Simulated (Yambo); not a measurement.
BSE-type run in Yambo on MgO (rock salt, space group Fm-3m, No. 225), at zero momentum. PBEsol wavefunctions on a 6×6×6 mesh, a = b = c = 2.979 Å, α = β = γ = 60.00°.

Yambo input:
```
rim_cut
optics
bse
bss
dipoles
em1s
RandQpts= 1000000
RandGvec= 1 Ry
FFTGvecs= 40 Ry
Chimod= "HARTREE"
BSKmod= "SEX"
BSEmod= "resonant"
BSSmod= "hs"
BSENGexx= 15 Ry
BSENGBlk= 4 Ry
% KfnQP_E
 2.543 | 1.0 | 1.0 |
%
% BSEQptR
 1 | 1 |
%
% BSEBands
 6 | 12 |
%
% BEnRange
 0.0 | 16.2 | eV
%
% BDmRange
 0.15 | 0.15 | eV
%
BEnSteps= 324
% BLongDir
 1.0 | 0.0 | 0.0 |
%
BSHayTrs= -0.02
BSSNEig= 24
WRbsWF
% BndsRnXs
 2 | 13 |
%
NGsBlkXs= 4 Ry
% LongDrXs
 1.0 | 1.0 | 1.0 |
%
```

From the report:

The dimension is k points × valence × conduction bands = 216 × 3 × 4 = 2592.
```
   [SLEPC] Approach                          : Krylov-Schur
   [SLEPC] Number of requested eigenvalues   :  24
   [SLEPC] Number of eigenvalues        [NEV]:  24
    [K] Dimension                                    :  2592
    [K] Bands                                        :   6  12
    [K] Exchange res                                 : yes
    [K] Correlation res                              : yes
    [K] W interaction is bare                        : no
    [K] RL vectors exchange                          :  169
    [K] RL vectors correlation                       :  27
    [W] Matrix size                                  :  27
    [W] Bands                                        :   2  13
    [W] Coulomb Cutoff                               : none
    [W] Hxc Kernel                                   : HARTREE
```

Geometry relaxed with PBEsol.
